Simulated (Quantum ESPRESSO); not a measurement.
```xyz
9
Lattice="0.0000 3.1775 3.1775 3.1775 0.0000 3.1775 3.1775 3.1775 0.0000" Properties=species:S:1:pos:R:3 pbc="T T T"
H      3.1775     4.8110     3.1775
H      3.1775     1.5441     3.1775
H      1.5441     3.1775     3.1775
H      4.8110     3.1775     3.1775
H      3.1775     3.1775     4.8110
H      3.1775     3.1775     1.5441
Mg     1.5888     1.5888     1.5888
Mg     4.7663     4.7663     4.7663
Fe     0.0000     0.0000     0.0000
```

The geometry is that of Materials Project entry mp-23804, symmetrised and not relaxed again.

### Question
What does LDA (Quantum ESPRESSO, PseudoDojo norm-conserving, 90 Ry, without SOC) give for the electronic structure near the Fermi level?

### Answer
The LDA gap is direct, 1.71 eV at X. 

The runs are not spin-polarised; magnetic order was not tried.
